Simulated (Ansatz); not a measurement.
Au: zone-centre modes

Theory: Ansatz 0.2.0, DFT PBE, scalar-relativistic, plane waves, PAW. Cutoff 420 eV, Γ-centred 16×16×12 k-points, Gaussian smearing of 0.15 eV. Spin–orbit coupling is left out, which can shift energies with elements as heavy as these. No spin polarisation.

The undisturbed cell (as given, not relaxed at this level):

```
Au
1.0
     0.00000   -2.04550   -2.04550
     0.00000    2.04550   -2.04550
     4.09100    0.00000    0.00000
Au
2
Direct
  0.50000 0.50000 0.50000
  0.00000 0.00000 0.00000
```

Harmonic modes by finite displacements of 0.02 Å, without the LO–TO term. The cell doubles the primitive one, so its zone centre also holds the primitive cell's point q = (0, 1/2, 1/2).

Question: At this geometry, is the structure stable against these modes?

Answer: Yes: no mode is imaginary beyond 10 cm⁻¹, and only the three translations lie near zero.

Question: List the wavenumbers in cm⁻¹.

Answer: 0, 0, 0, 91, 91, 154.

Cost: 1 run of about 0.59 core-minutes, on Intel Xeon 6975P-C (Granite Rapids) (shared hosts).